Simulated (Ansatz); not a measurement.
SnS:
```cif
data_S4Sn4
_chemical_formula_sum 'Sn4 S4'
_space_group_name_H-M_alt 'P 1'
_space_group_IT_number 1
_cell_length_a 11.45671
_cell_length_b 4.02381
_cell_length_c 4.45236
_cell_angle_alpha 90.000
_cell_angle_beta 90.000
_cell_angle_gamma 90.000
loop_
_space_group_symop_operation_xyz
  'x, y, z'
loop_
_atom_site_label
_atom_site_type_symbol
_atom_site_fract_x
_atom_site_fract_y
_atom_site_fract_z
_atom_site_occupancy
Sn1 Sn 0.62178 0.25000 0.37030 1
Sn2 Sn 0.37822 0.75000 0.62970 1
Sn3 Sn 0.87822 0.75000 0.87030 1
Sn4 Sn 0.12178 0.25000 0.12970 1
S1 S 0.34984 0.25000 0.02246 1
S2 S 0.65016 0.75000 0.97754 1
S3 S 0.15016 0.75000 0.52246 1
S4 S 0.84984 0.25000 0.47754 1
```

Relaxed with PBE.

Q: Which orbitals make up the states near the band edges in DFT-PBE in the program Ansatz with PAW potentials?

A: Top 1 eV of the valence band: S 3p 57 %, Sn 5s 23 %, Sn 5p 17 %. Bottom 1 eV of the conduction band: Sn 5p 62 %, S 3p 16 %, S 3s 10 %, Sn 5s 8 %. Projections are on Löwdin-orthogonalised atomic valence shells; empty p or d shells of many metals are not among them.

Q: Tabulate the density of states.

A: States/eV per cell of 8 atoms, in 0.25 eV bins, energy from the valence-band maximum.

```csv
E (eV),total,S 3p,Sn 5p,Sn 5s
-7.85,0.00,0.00,0.00,0.00
-7.60,0.70,0.20,0.05,0.42
-7.35,3.88,1.17,0.19,2.39
-7.10,4.82,1.43,0.24,2.96
-6.85,4.98,1.48,0.24,3.04
-6.60,4.63,1.43,0.23,2.72
-6.35,5.76,1.85,0.32,3.17
-6.10,2.41,0.77,0.12,1.25
-5.85,1.55,0.46,0.07,0.79
-5.60,1.17,0.33,0.06,0.59
-5.35,0.99,0.25,0.07,0.50
-5.10,0.71,0.17,0.06,0.35
-4.85,0.37,0.10,0.03,0.18
-4.60,0.78,0.41,0.30,0.05
-4.35,2.82,1.59,1.05,0.12
-4.10,4.30,2.53,1.51,0.18
-3.85,4.58,2.79,1.53,0.17
-3.60,5.14,3.25,1.62,0.16
-3.35,5.96,3.94,1.73,0.17
-3.10,6.68,4.59,1.75,0.19
-2.85,6.25,4.39,1.52,0.20
-2.60,6.44,4.68,1.41,0.21
-2.35,7.06,5.38,1.34,0.18
-2.10,7.55,5.95,1.19,0.24
-1.85,7.87,6.31,1.08,0.34
-1.60,3.71,2.40,0.75,0.49
-1.35,3.91,2.25,0.91,0.66
-1.10,6.12,3.52,1.32,1.10
-0.85,5.74,3.22,1.25,1.10
-0.60,6.39,3.67,1.05,1.51
-0.35,4.02,2.37,0.48,1.09
-0.10,0.68,0.37,0.07,0.22
0.15,0.00,0.00,0.00,0.00
0.40,0.00,0.00,0.00,0.00
0.65,0.00,0.00,0.00,0.00
0.90,0.00,0.00,0.00,0.00
1.15,0.22,0.03,0.13,0.01
1.40,1.64,0.24,1.02,0.14
1.65,3.44,0.53,2.14,0.29
1.90,4.29,0.73,2.64,0.35
2.15,5.67,0.96,3.65,0.33
2.40,4.79,0.89,3.10,0.23
2.65,5.47,1.04,3.57,0.19
2.90,5.34,1.03,3.42,0.16
3.15,8.08,1.69,5.16,0.23
3.40,7.11,1.56,4.56,0.20
3.65,4.75,0.96,3.15,0.09
3.90,6.06,1.20,3.98,0.08
4.15,6.33,1.27,4.01,0.09
4.40,6.67,1.42,4.04,0.09
4.65,5.81,1.24,3.49,0.07
4.90,4.48,0.97,2.60,0.05
5.15,5.56,1.16,3.18,0.07
5.40,4.72,1.06,2.77,0.06
5.65,3.26,0.80,1.93,0.04
```

Space group Pnma. Symmetry was held in the PBE relaxation. A crystal of weakly bound layers computed without a dispersion correction: the cell and the soft elastic constants depend strongly on that. Spin–orbit coupling is left out wherever it is not named.

Potentials: the earlier of the program's two PAW sets.
